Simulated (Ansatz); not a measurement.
Sn2Au:
```
CELL_PARAMETERS angstrom
      0.00000     4.27532     4.27532
      4.27532     0.00000     4.27532
      4.27532     4.27532     0.00000
ATOMIC_POSITIONS crystal
  Sn 0.62500 0.62500 0.62500
  Sn 0.12500 0.62500 0.62500
  Sn 0.62500 0.12500 0.62500
  Sn 0.62500 0.62500 0.12500
  Au 0.25000 0.25000 0.25000
  Au 0.00000 0.00000 0.00000
```

Relaxed with r²SCAN. Special points in fractions of this cell's reciprocal vectors: Γ (0.000, 0.000, 0.000); X (0.500, 0.000, 0.500); U (0.625, 0.250, 0.625); K (0.375, 0.375, 0.750); L (0.500, 0.500, 0.500); W (0.500, 0.250, 0.750).

### Question
List the band energies nearest the Fermi level at these points for the program Ansatz at the r²SCAN level (PAW).

### Answer
In eV from the Fermi level; about four levels below and three above (degenerate sets whole), none deeper than 8.9 eV; points with the same levels are listed once.

```tsv
k	below	above
Γ	-2.41 -1.82 -1.82 -1.82	0.25 0.25 0.27
X	-3.15 -3.15 -2.83 -2.83	0.27 0.27 1.06 1.06
U	-2.23 -1.31 -0.69 -0.12	0.11 1.51 3.04
L	-2.16 -2.16 -1.10 -0.61	1.05 1.32 1.32
W	-2.11 -2.11 -2.11 -2.11	1.01 1.01 1.62 1.62
```

Space group Fd-3m (cubic Laves (MgCu2 type)). A made-up cell: these elements were put on the sites of a structure type; neither database checked (COD, Materials Project) lists it. COD files the formula under space group No. 61. Its standing as an ambient phase is unchecked. Symmetry was held in the r²SCAN relaxation; whether a distortion lowers the energy is not shown. Scalar-relativistic: spin–orbit coupling is off unless named, which matters more the heavier the elements.

Potentials: the earlier of the program's two PAW sets.
